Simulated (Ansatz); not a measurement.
NbTe2:
```
CELL_PARAMETERS angstrom
      7.42018     1.84107     0.00000
     -7.42018     1.84107     0.00000
     -3.39376     0.00000     8.86975
ATOMIC_POSITIONS crystal
  Nb 0.00000 0.00000 0.00000
  Nb 0.63803 0.36197 0.28933
  Nb 0.36197 0.63803 0.71067
  Te 0.64763 0.35237 0.01363
  Te 0.35237 0.64763 0.98637
  Te 0.29502 0.70498 0.38168
  Te 0.70498 0.29502 0.61832
  Te 0.99507 0.00493 0.69407
  Te 0.00493 0.99507 0.30593
```

Relaxed with r²SCAN+D4. Special points in fractions of this cell's reciprocal vectors: Γ (0.000, 0.000, 0.000); C (0.268, 0.268, 0.000); C2 (-0.268, 0.732, 0.000); Y2 (-0.500, 0.500, 0.000); M2 (-0.500, 0.500, 0.500); D (-0.258, 0.742, 0.500); D2 (0.258, 0.258, 0.500); A (0.000, 0.000, 0.500); L2 (0.000, 0.500, 0.500); V2 (0.000, 0.500, 0.000).

### Question
List the band energies nearest the Fermi level at these points for plane-wave PAW r²SCAN+D4 (Ansatz code).

### Answer
In eV from the Fermi level; about four levels below and three above (degenerate sets whole), none deeper than 8.9 eV; points with the same levels are listed once.

```
k                     below           above
--  -----------------------  --------------
Γ   -0.58 -0.55 -0.48 -0.16  0.21 0.50 0.72
C   -1.43 -1.35 -1.05 -0.57  1.33 1.54 2.03
Y2  -1.13 -0.90 -0.31 -0.13  0.19 0.53 0.70
M2  -1.00 -0.97 -0.50 -0.49  0.21 0.35 0.47
D   -1.59 -1.42 -0.82 -0.79  1.10 1.38 2.03
A   -0.89 -0.50 -0.42 -0.07  0.12 0.40 0.83
L2  -1.60 -1.49 -0.89 -0.64  0.88 1.57 1.98
V2  -1.64 -1.10 -1.02 -0.69  1.36 1.66 1.97
```

Space group C2/m. The workflow started from a Materials Project entry (that database holds measured and hypothetical structures alike); the Crystallography Open Database files this formula in space group No. 12, but the cells were not matched. Whether it is the stable phase at ambient conditions was not checked. The cell was relaxed with r²SCAN+D4 under the symmetry of its start; whether a distortion lowers the energy is not shown. No spin polarisation was allowed. With an odd number of electrons in the cell and no spin polarisation, the count alone makes it a metal. Scalar-relativistic: spin–orbit coupling is off unless named, which matters more the heavier the elements.

Potentials: the later of the program's two PAW sets.
